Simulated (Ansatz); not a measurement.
Base run

Ansatz input (lattice in Å, positions in fractions of it; a bare `kind: paw` takes the build's default datasets)
```yaml
crystal:
  lattice:
    - [2.85, 0.0, 0.0]
    - [0.0, 2.85, 0.0]
    - [0.0, 0.0, 2.85]
  atoms:
    - { symbol: Co, position: [0.0121547425, 0.0121547425, 0.0121547425] }
    - { symbol: Al, position: [0.5, 0.5, 0.5] }
kpoints:
  mp_grid: { grid: [4, 4, 4] }
hamiltonian:
  xc: hse06
  pseudopotentials: { kind: paw }
scf:
  occupations: { method: fermi_dirac, width: 0.1 }
output:
  forces: true
  stress: true
  eigenvalues: true
```

Computed with HSE06, plane waves, PAW datasets (generated soft set 1) (Ansatz 0.2.0 development build).

The cutoff used is 420 eV.

The stress includes the program's correction for the finite plane-wave basis.

It gives a pressure of -6.29 GPa and an rms force of 0.424 eV/Å.

(1) What changes with an exchange cutoff ratio of 1?

(2) What changes with an exchange cutoff ratio of 2?

(3) What changes with the regularized exchange singularity in place of the Wigner–Seitz cut?

## Answers

(1) The pressure goes up by 0.01 GPa, the forces move by 0.0 meV/Å (rms), and the free energy changes by +47.15 meV/atom.

(2) The pressure stays the same within 0.01 GPa, the forces move by 0.0 meV/Å (rms), and the free energy changes by +0.22 meV/atom.

(3) The pressure drops by 0.05 GPa, the forces move by 0.2 meV/Å (rms), and the free energy changes by -2.03 meV/atom.

The k-mesh is coarse, so these values belong to this mesh and can lie far from the converged ones. The program warned that the forces were taken on a coarse exchange grid.
